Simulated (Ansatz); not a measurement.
**Se, simple cubic: geometry optimisation**

Theory: Ansatz 0.2.0, DFT, BLYP, plane waves (420 eV) with PAW, scalar-relativistic. (PAW data from PBE, frozen cores regenerated.)

k-point mesh 11×11×11, Fermi-Dirac smearing 0.1 eV, no spin polarisation. Cell and atoms relax.

Starting structure:

```yaml
crystal:
  lattice:
    - [2.86649, 0.00000, 0.00000]
    - [0.00000, 2.86649, 0.00000]
    - [0.00000, 0.00000, 2.86649]
  atoms:
    - { symbol: Se, position: [0.00000, 0.00000, 0.00000] }
```

**Question.** What cell does the relaxation end in?

**Answer.** Pm-3m with a = 2.909 Å; 24.61 Å³ per atom against 23.55 at the start (4.5 %).

**Question.** How much energy does the relaxation gain?

**Answer.** 8.6 meV per atom.
